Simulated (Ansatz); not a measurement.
## W2B: strain energy, fitted

W2B, I4/mcm, a = 5.560 Å, c = 4.761 Å. The structure is a COD entry; whether it is the stable form wasn't checked. Ansatz: r2SCAN, PAW, 500 eV, Γ-centred 6×6×8 mesh on 12 atoms, Gaussian smearing 0.10 eV; no spin polarisation. Series: uniaxial strain along c, with a, b and atoms relaxed; x is the strain in per cent. y is the free energy over the unstrained cell, V0 = 12.263 Å³/atom.

| x (%) | y (meV/atom) |
| --- | --- |
| -6.0 | ? |
| -4.0 | 26.37 |
| -2.0 | 6.59 |
| 0.0 | 0.00 |
| 2.0 | 5.27 |
| 4.0 | 21.70 |
| 6.0 | 47.60 |

**Question.** Fit y = c2 x² + c3 x³ to the other rows, turn c2 into a modulus, and predict the missing energy.

**Answer.** Least squares on the rows shown. y = 1.5128 x² − 0.032582 x³. In eV per unit strain² c2 is 15.13; this is Young's modulus along the axis (E = ½ Y V0 ε²): 2 × 15.13 × 160.2 / (12.263) = 395 GPa. The unstrained cell keeps some stress along the strain, worth a slope of -0.21 meV/atom per %, which the form leaves out. At x = -6.0 the fit asked for gives 61.50 meV/atom. The run gave 60.57 meV/atom, so the fit is 0.93 meV/atom too high, 1.5 % of the span of the series, against an rms of 0.34 meV/atom on the fitted rows. The row lies outside the fitted range. With a term in x⁴ added, a fit to the same known rows predicts 63.63 meV/atom, further off still.

Spin–orbit coupling is left out, which can shift energies with elements as heavy as these.